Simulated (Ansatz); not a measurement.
One relaxed cell of CsZrCuSe₃ at several levels

A database entry relaxed whole under r2SCAN at zero pressure (Cmcm, No. 63):

```
Cs Zr Cu Se
1.0
     1.96591   -8.05274    0.00000
     1.96591    8.05274    0.00000
     0.00000    0.00000   10.26052
Cs Zr Cu Se
2 2 2 6
Direct
  0.25526 0.74474 0.25000
  0.74474 0.25526 0.75000
  0.00000 0.00000 0.00000
  0.00000 0.00000 0.50000
  0.53238 0.46762 0.25000
  0.46762 0.53238 0.75000
  0.61234 0.38766 0.05196
  0.38766 0.61234 0.55196
  0.38766 0.61234 0.94804
  0.61234 0.38766 0.44804
  0.94199 0.05801 0.25000
  0.05801 0.94199 0.75000
```

Its volume is 27.07 Å³ an atom, +2.9 % against the entry's 26.32, a measured cell (2001, 153 K).

Single points on this cell with plane-wave PAW DFT (Ansatz 0.2.0; r2SCAN 500 eV, hybrids 420 eV; fermi-dirac occupations of width 0.020 eV; no moments): r2SCAN on a 8×8×4 Γ-centred mesh; r2SCAN with spin-orbit coupling on a 2×2×2 Γ-centred mesh; HSE06 on a 4×4×2 Γ-centred mesh; PBE0 on a 4×4×2 Γ-centred mesh.

Q: What does each level give for gap and charges?

A: The runs give:

```tsv
level	gap (eV), or kind	pressure (GPa)	Bader charge of Cs (e)	Bader charge of Zr (e)	Bader charge of Cu (e)	Bader charge of Se (e)
r2SCAN	0.54	0.0	+0.81	+2.04	+0.35	-1.07
r2SCAN with spin-orbit coupling	0.53	0.8	+0.80	+2.07	+0.37	-1.08
HSE06	1.05	0.1	+0.81	+2.10	+0.31	-1.07
PBE0	1.72	0.0	+0.81	+2.11	+0.31	-1.07
```

Under r2SCAN the gap is 0.54 eV, over mesh and band path. HSE06 moves it by +0.51 eV and PBE0 by +1.19 eV; PBE0 keeps its exact exchange at long range, which widens the gap over HSE06's by 0.67 eV on their common mesh. Spin-orbit coupling moves the r2SCAN gap by -0.01 eV. The charge on Zr goes from +2.04 to +2.10 e under HSE06.

Caveats: the relaxation kept the start's symmetry; HSE06 is read on its mesh and at the zone's corners, PBE0 on its mesh alone; hybrid pressures are good to a few tenths of a GPa; pressure is positive in compression.
